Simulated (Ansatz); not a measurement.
A distorted cell of NiSi (MnP type, space group Pnma):

```yaml
crystal:
  lattice:
    - [5.23720, 0.00000, 0.00000]
    - [0.00000, 3.44743, 0.00000]
    - [0.00000, 0.00000, 5.64696]
  atoms:
    - { symbol: Ni, position: [0.50633, 0.25000, 0.69055] }
    - { symbol: Ni, position: [0.00633, 0.25000, 0.80945] }
    - { symbol: Ni, position: [0.49367, 0.75000, 0.30945] }
    - { symbol: Ni, position: [0.99367, 0.75000, 0.19055] }
    - { symbol: Si, position: [0.68265, 0.25000, 0.08596] }
    - { symbol: Si, position: [0.18265, 0.25000, 0.41404] }
    - { symbol: Si, position: [0.31735, 0.75000, 0.91404] }
    - { symbol: Si, position: [0.81735, 0.75000, 0.58596] }
```

These are PBEsol (plane waves to 420 eV, PAW, scalar-relativistic; Ansatz, an electronic-structure program) values and carry that method's errors. k mesh 9×14×9 (Γ-centred), Fermi-Dirac smearing 0.05 eV. E stands for the smeared free energy. Stress and pressure are positive under compression. NiSi is run without spin polarisation. NiSi was relaxed with its symmetry unable to fall.

Task: Give the stress tensor in GPa and the pressure.

Result: 
```
  -12.4      0.0      0.0
    0.0    -12.5      0.0
    0.0      0.0    -10.9
```
The pressure, a third of the trace, is -11.9 GPa.

Task: It is the relaxed cell scaled evenly to V/V₀ = 1.080, atoms relaxed where free. What is its energy relative to the relaxed cell?

Result: 38 meV/atom.

(A scan under strain: stresses follow from slopes of the energy per volume, elastic moduli from its curvatures.)
